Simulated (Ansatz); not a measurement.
**KBr (rock salt): energy over volume and axial ratio**

KBr (rock salt)

Space group Fm-3m (No. 225); a = 6.609 Å, b = 6.609 Å, c = 6.609 Å, α = 90.00°, β = 90.00°, γ = 90.00°

| atom | site | symmetry | x | y | z |
|---|---|---|---|---|---|
| K | 4a | m-3m | 0.0000 | 0.0000 | 0.0000 |
| Br | 4b | m-3m | 0.5000 | 0.5000 | 0.5000 |
(The calculation used a cell of 2 atoms; values per cell refer to that cell.)

Grid over V/V₀ and (c/a)/(c/a)₀, subscript 0 meaning the relaxed cell; the conventional c axis lies along z; no internal relaxation.

The numbers are results of r2SCAN (plane waves to 500 eV, PAW, scalar-relativistic; Ansatz, a first-principles code), not measurements. k mesh 9×9×9 (Γ-centred), Fermi-Dirac smearing 0.05 eV. The energy includes the smearing's −TS. Compression counts positive. KBr was relaxed with its symmetry unable to fall. ΔE is measured from the relaxed starting cell.

ΔE (meV/atom), with V/V₀ across and (c/a)/(c/a)₀ down:

```tsv
(c/a)/(c/a)₀ \ V/V₀	0.960	0.980	1.000	1.020	1.040
0.960	8.4	5.7	4.5	4.8	6.4
0.980	4.4	1.9	1.1	1.7	3.5
1.000	3.1	0.8	0.0	0.7	2.6
1.020	4.3	1.8	1.0	1.6	3.5
1.040	7.6	4.8	3.7	4.1	5.8
```

σzz (GPa), with V/V₀ across and (c/a)/(c/a)₀ down:

```csv
(c/a)/(c/a)₀ \ V/V₀,0.960,0.980,1.000,1.020,1.040
0.960,2.06,1.55,1.10,0.69,0.33
0.980,1.33,0.89,0.50,0.15,-0.16
1.000,0.72,0.34,0.00,-0.30,-0.56
1.020,0.21,-0.12,-0.41,-0.67,-0.90
1.040,-0.22,-0.51,-0.75,-0.97,-1.16
```

Key numbers:

The shear modulus C′ = (C11 − C12)/2 (fit, atoms clamped) comes out as 17.0 GPa. Lowest place on the grid: V/V₀ = 1.000, (c/a)/(c/a)₀ = 1.000 (0.0 meV/atom). Highest place on the grid: V/V₀ = 0.960, (c/a)/(c/a)₀ = 0.960 (8.4 meV/atom).

(Under strain, the slope of the energy per volume gives the stress and its curvature an elastic modulus.)
